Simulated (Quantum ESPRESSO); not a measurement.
W2PdAl2TiMg2, one run as intended and one with a planted mistake

A calculation, not a measurement. The program is pw.x of Quantum ESPRESSO 7.5 (plane-wave density functional theory). The cell is made up: eight metal atoms on a hexagonal close-packed lattice, with elements, volume, strain and displacements drawn at random and not relaxed, so it may be unstable or far from any real phase. PseudoDojo standard norm-conserving files set the functional (PBE unless stated); there is no spin polarisation or spin-orbit coupling, the Fermi-Dirac width of 0.25 eV means electrons at about 2900 K, and the masses in the input are unused placeholders. Heavy elements are run without spin-orbit coupling, which real alloys of them have. A spin test at this wide smearing found no moment, but such smearing suppresses magnetism that the real alloy may have.

Intended input:

```
&control calculation='scf', pseudo_dir='./dojo.nc.sr.pbe.v0_5.standard.upf', outdir='./o', disk_io='medium', tprnfor=.true., tstress=.true. /
&system ibrav=0, nat=8, ntyp=5, nbnd=55, ecutwfc=84.00895049, nosym=.true., tot_charge=0,
 occupations='smearing', smearing='fd', degauss=0.0183746611
/
&electrons conv_thr=1.470e-08, electron_maxstep=70, mixing_beta=0.5 /
ATOMIC_SPECIES
Al 1.0 Al.upf
Mg 1.0 Mg.upf
Pd 1.0 Pd.upf
Ti 1.0 Ti.upf
W 1.0 W.upf
CELL_PARAMETERS angstrom
4.3846 -2.5285 0.0141
-2.9082 0.0516 -4.5728
2.8583 4.9449 -0.0248
ATOMIC_POSITIONS angstrom
W -0.0109 0.0187 0.012
Pd 1.4374 2.5551 -0.0222
W -0.0238 1.6607 -2.3464
Al 1.4006 4.1342 -2.2955
Al 2.8834 -0.0283 -0.0252
Ti 4.3331 2.4705 -0.0501
Mg 1.4379 -0.8108 -2.328
Mg 2.8801 1.7053 -2.3685
K_POINTS automatic
5 5 4 1 1 1
```

The log is shortened where brackets say so; the opening notice, blank lines, dates and the lines on written files are dropped, and the path of the files is cut. It prints rydbergs, bohrs and kilobars, and counts compression as positive stress. Its total energy is the free energy E - TS of the whole cell.

Log of the intended run:

```
     Program PWSCF v.7.5
     Parallel version (MPI & OpenMP), running on       1 processor cores
     Number of MPI processes:                 1
     Threads/MPI process:                     1
     [start-up lines left out]
     bravais-lattice index     =            0
     lattice parameter (alat)  =       9.5647  a.u.
     unit-cell volume          =     891.8953 (a.u.)^3
     number of atoms/cell      =            8
     number of atomic types    =            5
     number of electrons       =        84.00
     number of Kohn-Sham states=           55
     kinetic-energy cutoff     =      84.0090  Ry
     charge density cutoff     =     336.0358  Ry
     scf convergence threshold =      1.5E-08
     mixing beta               =       0.5000
     number of iterations used =            8  plain     mixing
     Exchange-correlation= PBE
                           (   1   4   3   4   0   0   0)
     [axes and pseudopotential details left out]
   Cartesian axes
     site n.     atom                  positions (alat units)
         1        W      tau(   1) = (  -0.0021535   0.0036946   0.0023709  )
         2        Pd     tau(   2) = (   0.2839900   0.5048163  -0.0043861  )
         3        W      tau(   3) = (  -0.0047022   0.3281079  -0.4635830  )
         4        Al     tau(   4) = (   0.2767194   0.8168023  -0.4535266  )
         5        Al     tau(   5) = (   0.5696792  -0.0055913  -0.0049788  )
         6        Ti     tau(   6) = (   0.8560993   0.4881017  -0.0098984  )
         7        Mg     tau(   7) = (   0.2840888  -0.1601914  -0.4599477  )
         8        Mg     tau(   8) = (   0.5690272   0.3369196  -0.4679493  )
     number of k points=    50  Fermi-Dirac smearing, width (Ry)=  0.0184
                       cart. coord. in units 2pi/alat
        k(    1) = (   0.1419637   0.0448815  -0.2004652), wk =   0.0400000
        k(    2) = (   0.2526554   0.2364483  -0.2687011), wk =   0.0400000
     [further k points left out]
     Dense  grid:    92777 G-vectors     FFT dimensions: (  60,  60,  64)
     Estimated max dynamical RAM per process >     159.62 MB
     Initial potential from superposition of free atoms
     starting charge      83.9907, renormalised to      84.0000
     Starting wfcs are   57 randomized atomic wfcs
     total cpu time spent up to now is       33.6 secs
     per-process dynamical memory:    84.7 Mb
     Self-consistent Calculation
     iteration #  1     ecut=    84.01 Ry     beta= 0.50
     Davidson diagonalization with overlap
     ethr =  1.00E-02,  avg # of iterations =  4.9
     total cpu time spent up to now is      103.7 secs
     total energy              =    -932.29395470 Ry
     estimated scf accuracy    <      11.74746290 Ry
     iteration #  2     ecut=    84.01 Ry     beta= 0.50
     Davidson diagonalization with overlap
     ethr =  1.00E-02,  avg # of iterations =  3.0
     total cpu time spent up to now is      163.5 secs
     total energy              =    -938.79927898 Ry
     estimated scf accuracy    <      27.03066281 Ry
     [iterations 3 to 14 left out]
     iteration # 15     ecut=    84.01 Ry     beta= 0.50
     Davidson diagonalization with overlap
     ethr =  3.65E-10,  avg # of iterations =  1.9
     total cpu time spent up to now is      904.6 secs
     total energy              =    -939.93970913 Ry
     estimated scf accuracy    <       0.00000033 Ry
     iteration # 16     ecut=    84.01 Ry     beta= 0.50
     Davidson diagonalization with overlap
     ethr =  3.65E-10,  avg # of iterations =  1.6
     total cpu time spent up to now is      951.2 secs
     End of self-consistent calculation
     [lines on levels left out]
!    total energy              =    -939.93970916 Ry
     estimated scf accuracy    <          3.4E-09 Ry
     smearing contrib. (-TS)   =      -0.09037791 Ry
     internal energy E=F+TS    =    -939.84933126 Ry
     The total energy is F=E-TS. E is the sum of the following terms:
     one-electron contribution =    -442.33931412 Ry
     hartree contribution      =     244.92788460 Ry
     xc contribution           =    -162.15322628 Ry
     ewald contribution        =    -580.28467545 Ry
     convergence has been achieved in  16 iterations
     Forces acting on atoms (cartesian axes, Ry/au):
     atom    1 type  5   force =     0.03695392    0.01884140   -0.06770555
     atom    2 type  3   force =    -0.00292543   -0.01245911   -0.02111383
     atom    3 type  5   force =    -0.02519246   -0.00324845    0.03853747
     atom    4 type  1   force =     0.00425794   -0.00038085   -0.00105719
     atom    5 type  1   force =     0.00037911    0.00389861    0.00703434
     atom    6 type  4   force =    -0.00136586   -0.00788307    0.03462046
     atom    7 type  2   force =     0.01102789    0.02662978   -0.00313062
     atom    8 type  2   force =    -0.02313512   -0.02539832    0.01281491
     Total force =     0.112145     Total SCF correction =     0.000135
     Computing stress (Cartesian axis) and pressure
          total   stress  (Ry/bohr**3)                   (kbar)     P=       -8.78
  -0.00008058  -0.00002350   0.00009553          -11.85       -3.46       14.05
  -0.00002350  -0.00008833   0.00022198           -3.46      -12.99       32.65
   0.00009553   0.00022198  -0.00001017           14.05       32.65       -1.50
     init_run     :     31.14s CPU     33.30s WALL (       1 calls)
     electrons    :    904.44s CPU    917.61s WALL (       1 calls)
     forces       :      9.99s CPU     10.09s WALL (       1 calls)
     stress       :     33.68s CPU     33.95s WALL (       1 calls)
     [timing details left out]
     PWSCF        :  16m19.72s CPU  16m35.75s WALL
     JOB DONE.
```

A second run has one planted mistake: two atoms have their elements exchanged. The input lines that differ:

```
- W -0.0238 1.6607 -2.3464
+ Mg -0.0238 1.6607 -2.3464
- Mg 2.8801 1.7053 -2.3685
+ W 2.8801 1.7053 -2.3685
```

Its log:

```
     Program PWSCF v.7.5
     Parallel version (MPI & OpenMP), running on       1 processor cores
     Number of MPI processes:                 1
     Threads/MPI process:                     1
     [start-up lines left out]
     bravais-lattice index     =            0
     lattice parameter (alat)  =       9.5647  a.u.
     unit-cell volume          =     891.8953 (a.u.)^3
     number of atoms/cell      =            8
     number of atomic types    =            5
     number of electrons       =        84.00
     number of Kohn-Sham states=           55
     kinetic-energy cutoff     =      84.0090  Ry
     charge density cutoff     =     336.0358  Ry
     scf convergence threshold =      1.5E-08
     mixing beta               =       0.5000
     number of iterations used =            8  plain     mixing
     Exchange-correlation= PBE
                           (   1   4   3   4   0   0   0)
     [axes and pseudopotential details left out]
   Cartesian axes
     site n.     atom                  positions (alat units)
         1        W      tau(   1) = (  -0.0021535   0.0036946   0.0023709  )
         2        Pd     tau(   2) = (   0.2839900   0.5048163  -0.0043861  )
         3        Mg     tau(   3) = (  -0.0047022   0.3281079  -0.4635830  )
         4        Al     tau(   4) = (   0.2767194   0.8168023  -0.4535266  )
         5        Al     tau(   5) = (   0.5696792  -0.0055913  -0.0049788  )
         6        Ti     tau(   6) = (   0.8560993   0.4881017  -0.0098984  )
         7        Mg     tau(   7) = (   0.2840888  -0.1601914  -0.4599477  )
         8        W      tau(   8) = (   0.5690272   0.3369196  -0.4679493  )
     number of k points=    50  Fermi-Dirac smearing, width (Ry)=  0.0184
                       cart. coord. in units 2pi/alat
        k(    1) = (   0.1419637   0.0448815  -0.2004652), wk =   0.0400000
        k(    2) = (   0.2526554   0.2364483  -0.2687011), wk =   0.0400000
     [further k points left out]
     Dense  grid:    92777 G-vectors     FFT dimensions: (  60,  60,  64)
     Estimated max dynamical RAM per process >     159.62 MB
     Initial potential from superposition of free atoms
     starting charge      83.9907, renormalised to      84.0000
     Starting wfcs are   57 randomized atomic wfcs
     total cpu time spent up to now is       24.4 secs
     per-process dynamical memory:    84.7 Mb
     Self-consistent Calculation
     iteration #  1     ecut=    84.01 Ry     beta= 0.50
     Davidson diagonalization with overlap
     ethr =  1.00E-02,  avg # of iterations =  5.0
     total cpu time spent up to now is       85.8 secs
     total energy              =    -932.13077268 Ry
     estimated scf accuracy    <      12.02137663 Ry
     iteration #  2     ecut=    84.01 Ry     beta= 0.50
     Davidson diagonalization with overlap
     ethr =  1.00E-02,  avg # of iterations =  3.0
     total cpu time spent up to now is      161.7 secs
     total energy              =    -938.63347408 Ry
     estimated scf accuracy    <      28.71984103 Ry
     [iterations 3 to 15 left out]
     iteration # 16     ecut=    84.01 Ry     beta= 0.50
     Davidson diagonalization with overlap
     ethr =  2.32E-11,  avg # of iterations =  2.3
     total cpu time spent up to now is      913.9 secs
     total energy              =    -939.95436743 Ry
     estimated scf accuracy    <       0.00000004 Ry
     iteration # 17     ecut=    84.01 Ry     beta= 0.50
     Davidson diagonalization with overlap
     ethr =  2.32E-11,  avg # of iterations =  2.0
     total cpu time spent up to now is      969.3 secs
     End of self-consistent calculation
     [lines on levels left out]
!    total energy              =    -939.95436743 Ry
     estimated scf accuracy    <          3.7E-09 Ry
     smearing contrib. (-TS)   =      -0.08831345 Ry
     internal energy E=F+TS    =    -939.86605399 Ry
     The total energy is F=E-TS. E is the sum of the following terms:
     one-electron contribution =    -448.09797274 Ry
     hartree contribution      =     247.81231600 Ry
     xc contribution           =    -162.17309124 Ry
     ewald contribution        =    -577.40730601 Ry
     convergence has been achieved in  17 iterations
     Forces acting on atoms (cartesian axes, Ry/au):
     atom    1 type  5   force =    -0.00408482   -0.03150147    0.01265331
     atom    2 type  3   force =    -0.02167059   -0.03953134   -0.00545361
     atom    3 type  2   force =    -0.01414292    0.02424736    0.01639266
     atom    4 type  1   force =    -0.00546468   -0.01376947    0.00920959
     atom    5 type  1   force =    -0.00611583    0.00396238   -0.02774353
     atom    6 type  4   force =     0.01435592   -0.00288338    0.01303399
     atom    7 type  2   force =     0.00989395    0.01182732   -0.00201675
     atom    8 type  5   force =     0.02722898    0.04764860   -0.01607567
     Total force =     0.096495     Total SCF correction =     0.000078
     Computing stress (Cartesian axis) and pressure
          total   stress  (Ry/bohr**3)                   (kbar)     P=        0.39
  -0.00030323   0.00011614  -0.00005504          -44.61       17.08       -8.10
   0.00011614   0.00021180   0.00017351           17.08       31.16       25.52
  -0.00005504   0.00017351   0.00009928           -8.10       25.52       14.60
     init_run     :     22.81s CPU     24.11s WALL (       1 calls)
     electrons    :    911.15s CPU    944.89s WALL (       1 calls)
     forces       :     11.58s CPU     11.67s WALL (       1 calls)
     stress       :     39.86s CPU     40.11s WALL (       1 calls)
     [timing details left out]
     PWSCF        :  16m25.87s CPU  17m 1.55s WALL
     JOB DONE.
```

```
                                            intended run  run with the mistake
                          free energy (eV)    -12788.531            -12788.731
         entropy term -TS, part of it (eV)        -1.230                -1.202
                            pressure (GPa)         -0.88                  0.04
size of the largest force component (eV/Å)         1.741                 1.225
largest change of a force component (eV/Å)                               2.066
                                iterations            16                    17
```

For scale, a rerun of the intended cell at a higher cutoff and on a denser mesh moved values by no more than 0.002 eV in energy, 0.03 GPa in stress and 0.006 eV/Å in force, and a second program with other atomic files agreed on that cell to 2 % rms in force and 0.5 GPa in pressure.